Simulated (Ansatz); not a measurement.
Given:

NbCr2:
```xyz
6
Lattice="0.0000 3.4569 3.4569 3.4569 0.0000 3.4569 3.4569 3.4569 0.0000" Properties=species:S:1:pos:R:3 pbc="T T T"
Nb     3.4569     3.4569     3.4569
Nb     5.1853     5.1853     5.1853
Cr     0.8642     0.8642     0.8642
Cr     0.8642     2.5926     2.5926
Cr     2.5926     2.5926     0.8642
Cr     2.5926     0.8642     2.5926
```

This is the r²SCAN-relaxed structure.

Question: All from r²SCAN in the plane-wave PAW code Ansatz, unless another level is named. Predict the formation energy from the elements (no fitted shifts).

Answer: 151 meV/atom.

Question: Give the density of states at the Fermi level.

Answer: 1.0 states/eV per atom (mean over ±0.08 eV).

Question: Next, the gap with spin–orbit coupling?

Answer: none (metallic).

Space group Fd-3m (cubic Laves (MgCu2 type)). The workflow started from an entry of the Crystallography Open Database (COD). Its standing as an ambient phase is unchecked. The r²SCAN relaxation kept the symmetry of its start; whether a distortion lowers the energy is not shown. The workflow began spin-polarised and lost its moments. Its formation energy is positive at this level, so the cell may be metastable or incomplete. The references are the lowest solids computed at this level, not always the standard phases. Scalar-relativistic: spin–orbit coupling is off unless named, which matters more the heavier the elements.

Potentials: the later of the program's two PAW sets.
